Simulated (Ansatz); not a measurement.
Input deck for Ansatz 0.2.0, then the block of the output on the nuclei.

The cell is a diffraction structure from the COD whose atoms were relaxed with PBE, the cell held.

```yaml
crystal:
  lattice:
    - [2.8487500567, 1.6447266121, 6.3162]
    - [-2.8487500567, 1.6447266121, 6.3162]
    - [0.0, -3.2894532242, 6.3162]
  atoms:
    - { symbol: K, position: [0.8028445956, 0.8028445956, 0.8028445956] }
    - { symbol: K, position: [0.1971554044, 0.1971554044, 0.1971554044] }
    - { symbol: Cd, position: [0.0, 0.0, 0.0] }
    - { symbol: Se, position: [0.623005372, 0.623005372, 0.623005372] }
    - { symbol: Se, position: [0.376994628, 0.376994628, 0.376994628] }
    - { symbol: O, position: [0.7422333352, 0.2696482368, 0.7422333352] }
    - { symbol: O, position: [0.7422333352, 0.7422333352, 0.2696482368] }
    - { symbol: O, position: [0.2696482368, 0.7422333352, 0.7422333352] }
    - { symbol: O, position: [0.2577666648, 0.7303517632, 0.2577666648] }
    - { symbol: O, position: [0.7303517632, 0.2577666648, 0.2577666648] }
    - { symbol: O, position: [0.2577666648, 0.2577666648, 0.7303517632] }
kpoints:
  mp_grid: { grid: [5, 5, 5] }
scf:
  occupations: { method: fermi_dirac, width: 0.02 }
hamiltonian:
  xc: pbe
  pseudopotentials: { kind: paw_fr }
output:
  forces: true
  stress: true
  populations: true
  efg:
    quadrupole_moments_barn: { K: 0.0603, O: -0.02558 }
    contact_densities: true
magnetization:
  noncollinear: true
  spin_orbit: true
```

```sh
ansatz run input.yaml --threads 1 --pin off --max-ram 3072MiB --backend cpu --events-out ev --progress --plain --runs-dir out
```

Of the output, the block on the nuclei alone is shown; the set-up, the SCF iterations, energies, forces and stress are cut. One atom of each set with nearly equal values is shown.

```
--- PAW observables at the nuclei: V_zz in 10²¹ V/m², potentials from the cell's mean, atoms counted from 1 ---
  atom   1  K  V_zz =    -0.000718   η = 0.0000   by run symmetry: allowed   C_q = -0.0010 MHz
            electrostatic potential = -2066.778747 V   contact ρ = 34772.169061 e/Å³
  atom   3  Cd V_zz =    -3.336281   η = 0.0000   by run symmetry: allowed
            electrostatic potential = -7709.166695 V   contact ρ = 1038334.880578 e/Å³
  atom   4  Se V_zz =   -31.236722   η = 0.0000   by run symmetry: allowed
            electrostatic potential = -4706.566350 V   contact ρ = 263125.236383 e/Å³
  atom   6  O  V_zz =   +12.796614   η = 0.1759   by run symmetry: allowed   C_q = -7.9150 MHz
            electrostatic potential = -621.670962 V   contact ρ = 2159.771490 e/Å³
```

Hardware: 1 thread of Arm Neoverse V2 (aarch64; 28 cores open to the job, memory cap 3.0 GiB, no GPU), a shared host with a load of 0.8 a core. Wall time 2.9 min, CPU time 2.9 min, peak memory 1.3 GiB.
